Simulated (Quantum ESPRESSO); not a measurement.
pw.x input (Quantum ESPRESSO 7.5; PBEsol, PseudoDojo standard norm-conserving files, scalar-relativistic):

```
&CONTROL
  calculation = 'scf'
  pseudo_dir = './pseudo'
  outdir = './out'
  tprnfor = .true.
  tstress = .true.
/
&SYSTEM
  ibrav = 0
  nat = 2
  ntyp = 2
  ecutwfc = 98.0
  ecutrho = 392.0
  occupations = 'smearing'
  smearing = 'fd'
  degauss = 0.005
  nbnd = 14
/
&ELECTRONS
  conv_thr = 2e-10
/
ATOMIC_SPECIES
Al 26.9815 Al.upf
Ni 58.6934 Ni.upf
CELL_PARAMETERS angstrom
  2.859710000000   0.000000000000   0.000000000000
  0.000000000000   2.859710000000   0.000000000000
  0.000000000000   0.000000000000   2.859710000000
ATOMIC_POSITIONS crystal
Al   0.500000000000   0.500000000000   0.500000000000
Ni   0.000000000000   0.000000000000   0.000000000000
K_POINTS automatic
16 16 16 0 0 0
```

End of the output:

```
     total energy              =    -340.04194928 Ry
     estimated scf accuracy    <       0.00000011 Ry
     total energy              =    -340.04194929 Ry
     estimated scf accuracy    <       0.00000004 Ry
     total energy              =    -340.04194929 Ry
     estimated scf accuracy    <          6.4E-09 Ry
[...]
     the Fermi energy is    14.4205 ev
!    total energy              =    -340.04194929 Ry
     estimated scf accuracy    <          2.3E-11 Ry
     smearing contrib. (-TS)   =      -0.00087599 Ry
     internal energy E=F+TS    =    -340.04107330 Ry
     The total energy is F=E-TS. E is the sum of the following terms:
     one-electron contribution =    -231.26484900 Ry
     hartree contribution      =     126.89633162 Ry
     xc contribution           =     -44.81096561 Ry
     ewald contribution        =    -190.86159031 Ry
     convergence has been achieved in  11 iterations
     Forces acting on atoms (cartesian axes, Ry/au):
     atom    1 type  1   force =     0.00000000    0.00000000    0.00000000
     atom    2 type  2   force =     0.00000000    0.00000000    0.00000000
     Total force =     0.000000     Total SCF correction =     0.000000
     Computing stress (Cartesian axis) and pressure
          total   stress  (Ry/bohr**3)                   (kbar)     P=        5.06
   0.00003440   0.00000000   0.00000000            5.06        0.00        0.00
   0.00000000   0.00003440   0.00000000            0.00        5.06        0.00
   0.00000000   0.00000000   0.00003440            0.00        0.00        5.06
```

Geometry of the Materials Project entry, not relaxed at this level.

The runs are not spin-polarised; magnetic order was not tried.
